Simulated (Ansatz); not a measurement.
Relaxed GaP (zinc blende):

```yaml
crystal:
  lattice:
    - [0.00000, 5.50645, 5.50645]
    - [2.75322, 0.00000, 2.75322]
    - [2.75322, 2.75322, 0.00000]
  atoms:
    - { symbol: P, position: [0.37500, 0.75000, 0.75000] }
    - { symbol: P, position: [0.87500, 0.75000, 0.75000] }
    - { symbol: Ga, position: [0.00000, 0.00000, 0.00000] }
    - { symbol: Ga, position: [0.50000, 0.00000, 0.00000] }
```

The atoms are displaced by Q × the pattern below (from a DFPT mode at L = (0.5, 0.0, 0.0), largest move 1; Q in Å), at fixed cell. It is one choice among 2 degenerate patterns. (q is in reciprocal vectors of the primitive cell; the cell shown is doubled to hold the pattern.)

| atom | x | y | z |
|---|---|---|---|
| P1 | 0.285 | -0.520 | 0.805 |
| P2 | -0.285 | 0.520 | -0.805 |
| Ga3 | 0.112 | -0.203 | 0.315 |
| Ga4 | -0.112 | 0.203 | -0.315 |

Level of theory: PBE (plane waves to 420 eV, PAW, scalar-relativistic; Ansatz, a first-principles code). k mesh 5×10×10 (Γ-centred), Fermi-Dirac smearing 0.05 eV. The energy includes the smearing's −TS. GaP was relaxed with its symmetry unable to fall. The PAW data are Ansatz's earlier set. ΔE is measured from the undisplaced structure.

```tsv
Q (Å)	ΔE (meV/cell)
-0.1000	179.6
-0.0833	124.5
-0.0667	79.6
-0.0500	withheld
-0.0333	19.9
-0.0167	5.0
0.0000	0.0
0.0167	5.0
0.0333	19.9
0.0500	withheld
0.0667	79.6
0.0833	124.5
0.1000	179.6
```

Task: Fit an even polynomial form (powers 2, 4) to the given rows and predict ΔE at Q = 0.0500.

Result: Least squares on the 11 given rows: ΔE = (17870)·Q² + (9106)·Q⁴, in meV/cell with Q in Å; root-mean-square residual 0.05 meV/cell. At 0.0500 the fit gives 44.7 meV/cell; the calculation gives 44.8 meV/cell, so the interpolation is off by -0.1 (-0.2 %). The quadratic term alone would give 44.7 meV/cell.

(A displaced cell: forces are minus the slopes of the energy, force constants its curvatures, and phonons follow from these.)
